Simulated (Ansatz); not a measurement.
**BeCrO₄: ⁵³Cr nuclear quadrupole resonance**

Cell: a computed structure from the Materials Project (it need not be an observed phase).

```cif
data_BeCrO4
_symmetry_space_group_name_H-M 'P2_1/c'
_symmetry_Int_Tables_number 14
_cell_length_a 8.5170
_cell_length_b 5.2793
_cell_length_c 8.6571
_cell_angle_alpha 90.000
_cell_angle_beta 118.596
_cell_angle_gamma 90.000
loop_
_atom_site_label
_atom_site_type_symbol
_atom_site_symmetry_multiplicity
_atom_site_Wyckoff_symbol
_atom_site_fract_x
_atom_site_fract_y
_atom_site_fract_z
Be Be 4 e 0.7951 0.9154 0.2121
Cr Cr 4 e 0.2773 0.9042 0.1697
O9 O 4 e 0.2579 0.9851 0.9738
O10 O 4 e 0.5169 0.3726 0.1902
O11 O 4 e 0.1696 0.6267 0.1498
O12 O 4 e 0.8150 0.6318 0.2609
```

One atom of each set is listed.

Computed with Ansatz: DFT, PBE, plane waves and PAW, scalar-relativistic, 420 eV cutoff, Γ-centred 3×4×3 k-points, Fermi–Dirac smearing 0.02 eV.

⁵³Cr: I = 3/2, Q = -150.0 mb (year-2017 value). Static lattice, zero field.

**Question.** Predict the zero-field ⁵³Cr lines of each site.

**Answer.** For I = 3/2 there is one line, ν = (|C_Q|/2)(1 + η²/3)^½.

| site | atoms | V_zz (10²¹ V/m²) | C_Q (MHz) | η | line frequencies (MHz) |
| --- | --- | --- | --- | --- | --- |
| Cr | 4 | -1.48 | 5.35 | 0.50 | 2.79 |

The largest force is 0.7 eV/Å, so the atoms aren't at the calculated equilibrium and relaxing them would move these values.

The run took 29 s of wall time (29 s of CPU time) and 0.89 GiB at its peak, on 1 thread of Intel Xeon 6975P-C (Granite Rapids) (x86_64; 2 cores open to the job, memory cap 2.5 GiB, no GPU), a shared host with a load of 0.3 a core.
